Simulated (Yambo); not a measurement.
Yambo run on CaI$_{2}$ (CdI2 type, space group P-3m1, No. 164). The wavefunctions are PBEsol (pw.x of Quantum ESPRESSO, ONCV potentials, scalar-relativistic) ones on a 3×3×2 mesh (12 occupied bands); a = b = 4.4322 Å, c = 6.9195 Å, α = β = 90.00°, γ = 120.00°.

Yambo input:

```
rim_cut
gw0
dyson
el_el_corr
HF_and_locXC
cohsex
em1s
RandQpts= 1000000
RandGvec= 1 Ry
EXXRLvcs= 70 Ry
VXCRLvcs= 280 Ry
Chimod= "HARTREE"
% BndsRnXs
 1 | 224 |
%
NGsBlkXs= 8 Ry
% LongDrXs
 1.0 | 1.0 | 1.0 |
%
ExtendOut
% QPkrange
 1 | 1 | 12 | 13 |
 3 | 3 | 13 | 13 |
%
```

k points by index: 1 = Γ, 3 = (0, 0.333, 0).

The o-*.qp file then holds:

```
#    K-point    Band    Eo [eV]    E [eV]    E-Eo [eV]    Vxc [eV]    Vnlxc [eV]    Sc|Eo [eV]    Re(Z)    Im(Z)
#
    1    12    0.000000    -3.372250    -3.372250    -11.54061    -14.29677    -0.616083    1.000000    0.000000
    1    13    4.069868    3.531348    -0.538520    -8.228340    -3.876736    -4.890124    1.000000    0.000000
    3    13    3.539212    3.573726    0.034513    -10.53321    -5.335649    -5.163047    1.000000    0.000000
```
(The two width columns are left out.) Convergence of these settings isn't established.

Spin-orbit coupling is not included.

Geometry relaxed with PBE+D3(BJ).
